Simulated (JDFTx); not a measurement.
| Item | Result |
|---|---|
| surface | TiB2(0001), B outermost, slab composition Ti2B6 |
| bulk | TiB2, P6/mmm, lattice of mp-1145 (not re-optimised) |
| slab | 8 atoms in 5 planes, 1x1, 6.3 Å between the outermost planes |
| in-plane cell | 3.026 × 3.026 Å, 7.93 Å² |
| cell height | 22.5 Å |
| sampling | 8×8×1 k mesh, Fermi smearing 0.01 Ha, no spin polarisation |

Whether this polymorph is the ambient one wasn't checked. Neither spin polarisation nor a larger cell was tried.

Method: PBE, GBRV ultrasoft potentials, plane waves to 20/100 Ha, in a modified build of JDFTx. Liquid on both sides: CANDLE, acetonitrile, 1 M NaF; nuclei fixed, outer atoms relaxed in vacuum. U vs SHE = −μ/e − 4.44 V throughout (conventional absolute potential of the hydrogen electrode). Ideal, unreconstructed faces without any overlayer. At negative charge CANDLE's numbers also depend on the cell height, by up to tenths of a volt. Convergence in thickness and k mesh wasn't tested for this slab. In this non-aqueous liquid the SHE scale is nominal.

```tsv
U (V vs SHE)	μ (eV)	excess electrons per cell	σ (μC/cm², per face)	run
0.70	-5.14	0.046	-4.6	fixed potential
1.31	-5.75	0.000	0.0	neutral
1.90	-6.34	?	?	fixed potential
```

Task: Fill in the missing entries, row by row.

Result: 
- 1.90, excess electrons per cell: -0.053
- 1.90, σ (μC/cm², per face): 5.4
